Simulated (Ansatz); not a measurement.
**Band table of I (diamond type)**

```xyz
2
Lattice="0.0000 3.7745 3.7745 3.7745 0.0000 3.7745 3.7745 3.7745 0.0000" Properties=species:S:1:pos:R:3 pbc="T T T"
I    -0.9436   -0.9436   -0.9436
I     0.9436    0.9436    0.9436
```

The cell comes from a relaxation on PAW files under the same functional, begun from a prototype that needn't be the stable phase.

Computed with Ansatz 0.2.0; functional LDA, scalar-relativistic. Settings: a Γ-centred 11×11×11 k mesh, Fermi–Dirac smearing of 0.08 eV, no spin polarisation. Methods: LAPW: all electrons, basis error target 1 meV/atom.

Spin–orbit coupling is left out, which matters for the heavy atoms.

Path points, in fractions of the reciprocal vectors: Γ (0.000, 0.000, 0.000), X (0.500, 0.000, 0.500), U (0.625, 0.250, 0.625), K (0.375, 0.375, 0.750), L (0.500, 0.500, 0.500), W (0.500, 0.250, 0.750). The distance column jumps between branches of the path. Levels in eV from the Fermi level; bands 19 to 28, counted from the lowest band of the run. The gap is zero, the pressure 0.03 GPa.

```
# k(1/Å) point b19 b20 b21 b22 b23 b24 b25 b26 b27 b28
0.000 Γ -13.51 -11.15 -2.98 -2.98 -2.98 -1.04 -1.04 -1.04 3.91 6.66
0.119 - -13.49 -11.19 -3.05 -3.05 -2.94 -1.09 -0.95 -0.95 4.05 6.36
0.238 - -13.42 -11.30 -3.20 -3.20 -2.83 -1.22 -0.72 -0.72 4.43 5.83
0.357 - -13.30 -11.48 -3.39 -3.39 -2.66 -1.38 -0.41 -0.41 4.99 5.36
0.476 - -13.15 -11.70 -3.56 -3.56 -2.47 -1.54 -0.09 -0.09 5.04 5.58
0.595 - -12.95 -11.95 -3.69 -3.69 -2.28 -1.70 0.19 0.19 4.93 5.86
0.713 - -12.73 -12.22 -3.78 -3.78 -2.11 -1.84 0.39 0.39 5.02 5.66
0.832 X -12.48 -12.48 -3.81 -3.81 -1.97 -1.97 0.46 0.46 5.30 5.30
0.874 - -12.48 -12.48 -3.82 -3.81 -1.98 -1.95 0.45 0.46 5.28 5.31
0.916 - -12.49 -12.47 -3.84 -3.80 -1.99 -1.90 0.44 0.45 5.24 5.34
0.958 - -12.51 -12.45 -3.87 -3.79 -2.01 -1.83 0.41 0.44 5.18 5.38
1.000 - -12.54 -12.42 -3.90 -3.77 -2.05 -1.73 0.37 0.42 5.11 5.45
1.043 - -12.57 -12.39 -3.94 -3.75 -2.09 -1.62 0.32 0.40 5.05 5.53
1.085 - -12.60 -12.35 -3.97 -3.72 -2.14 -1.50 0.26 0.38 4.99 5.62
1.127 U -12.64 -12.31 -3.99 -3.69 -2.20 -1.38 0.19 0.36 4.96 5.71
1.636 K -12.64 -12.31 -3.99 -3.69 -2.20 -1.38 0.19 0.36 4.96 5.71
1.762 - -12.79 -12.15 -4.01 -3.57 -2.39 -1.07 -0.04 0.27 5.00 5.99
1.889 - -12.96 -11.94 -3.92 -3.44 -2.60 -0.89 -0.29 0.14 5.25 6.06
2.015 - -13.13 -11.72 -3.74 -3.30 -2.79 -0.86 -0.53 -0.07 5.34 5.90
2.141 - -13.29 -11.50 -3.50 -3.17 -2.91 -0.91 -0.74 -0.36 4.99 5.91
2.267 - -13.41 -11.32 -3.25 -3.07 -2.97 -0.98 -0.91 -0.68 4.47 6.11
2.393 - -13.49 -11.19 -3.06 -3.00 -2.99 -1.03 -1.01 -0.94 4.07 6.43
2.519 Γ -13.51 -11.15 -2.98 -2.98 -2.98 -1.04 -1.04 -1.04 3.91 6.66
2.622 - -13.50 -11.18 -3.01 -3.01 -3.00 -1.02 -1.01 -1.01 4.02 6.56
2.725 - -13.44 -11.26 -3.08 -3.08 -3.05 -0.92 -0.90 -0.90 4.30 6.38
2.828 - -13.36 -11.39 -3.16 -3.16 -3.13 -0.77 -0.77 -0.76 4.68 6.27
2.931 - -13.26 -11.55 -3.25 -3.25 -3.22 -0.63 -0.63 -0.54 5.06 6.27
3.034 - -13.15 -11.70 -3.32 -3.32 -3.31 -0.51 -0.51 -0.30 5.36 6.38
3.137 - -13.05 -11.83 -3.37 -3.37 -3.37 -0.44 -0.44 -0.12 5.60 6.30
3.240 L -13.02 -11.88 -3.39 -3.38 -3.38 -0.41 -0.41 -0.05 5.82 5.96
3.324 - -13.00 -11.89 -3.59 -3.40 -3.16 -0.49 -0.38 0.00 5.75 5.95
3.408 - -12.97 -11.94 -3.75 -3.45 -2.91 -0.66 -0.30 0.10 5.56 5.89
3.492 - -12.90 -12.01 -3.87 -3.52 -2.67 -0.85 -0.17 0.18 5.35 5.78
3.576 - -12.82 -12.11 -3.94 -3.61 -2.42 -1.06 -0.03 0.24 5.19 5.64
3.660 - -12.72 -12.23 -3.97 -3.72 -2.18 -1.28 0.11 0.28 5.11 5.48
3.744 - -12.60 -12.35 -3.95 -3.81 -1.95 -1.50 0.21 0.29 5.12 5.33
3.828 W -12.48 -12.48 -3.90 -3.90 -1.72 -1.72 0.27 0.27 5.20 5.20
3.888 - -12.48 -12.48 -3.89 -3.89 -1.73 -1.73 0.28 0.28 5.20 5.20
3.947 - -12.48 -12.48 -3.88 -3.88 -1.77 -1.77 0.31 0.31 5.22 5.22
4.007 - -12.48 -12.48 -3.86 -3.86 -1.82 -1.82 0.35 0.35 5.24 5.24
4.066 - -12.48 -12.48 -3.84 -3.84 -1.88 -1.88 0.39 0.39 5.26 5.26
4.126 - -12.48 -12.48 -3.83 -3.83 -1.93 -1.93 0.43 0.43 5.28 5.28
4.185 - -12.48 -12.48 -3.81 -3.81 -1.96 -1.96 0.45 0.45 5.29 5.29
4.245 X -12.48 -12.48 -3.81 -3.81 -1.97 -1.97 0.46 0.46 5.30 5.30
```
